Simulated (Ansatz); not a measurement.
ScAl:
```
ScAl
1.0
    1.68013    -5.52459     0.00000
    1.68013     5.52459     0.00000
    0.00000     0.00000     4.34354
Sc Al
2 2
Direct
  0.83947   0.16053   0.75000
  0.16053   0.83947   0.25000
  0.56972   0.43028   0.75000
  0.43028   0.56972   0.25000
```

Relaxed with r²SCAN. Special points in fractions of this cell's reciprocal vectors: Γ (0.000, 0.000, 0.000); Y (-0.500, 0.500, 0.000); C0 (-0.273, 0.727, 0.000); Σ0 (0.273, 0.273, 0.000); Z (0.000, 0.000, 0.500); A0 (0.273, 0.273, 0.500); E0 (-0.273, 0.727, 0.500); T (-0.500, 0.500, 0.500); S (0.000, 0.500, 0.000); R (0.000, 0.500, 0.500).

Q: List the band energies nearest the Fermi level at these points for plane-wave PAW r²SCAN (Ansatz code).

A: In eV from the Fermi level; about four levels below and three above (degenerate sets whole), none deeper than 8.9 eV; points with the same levels are listed once.

```json
[
 {"k": "Γ", "below": "-4.34 -2.67 -1.52 -1.08", "above": "0.73 1.13 1.84"},
 {"k": "Y", "below": "-1.72 -1.55 -0.42 -0.33", "above": "1.16 1.98 2.13"},
 {"k": "C0", "below": "-1.27 -1.14 -0.18 -0.09", "above": "0.54 1.04 1.65"},
 {"k": "Z", "below": "-1.87 -1.87 -1.27 -1.27", "above": "1.52 1.52 2.04 2.04"},
 {"k": "A0", "below": "-2.37 -2.37 -1.69 -1.69", "above": "0.01 0.01 2.44 2.44"},
 {"k": "T", "below": "-6.29 -6.29 -3.70 -3.70", "above": "0.45 0.45 1.76 1.76"},
 {"k": "S", "below": "-2.14 -2.12 -1.22 -0.15", "above": "0.04 0.06 1.38"},
 {"k": "R", "below": "-1.60 -1.60 -0.06 -0.06", "above": "2.49 2.49 2.99 2.99"}
]
```

Space group Cmcm. The first step of the workflow began from a Materials Project structure, measured or hypothetical; the Crystallography Open Database copy checked does not list it. Its standing as an ambient phase is unchecked. The r²SCAN relaxation kept the symmetry of its start; its stability against distortions is not shown here. No spin polarisation was allowed.

Potentials: the later of the program's two PAW sets.
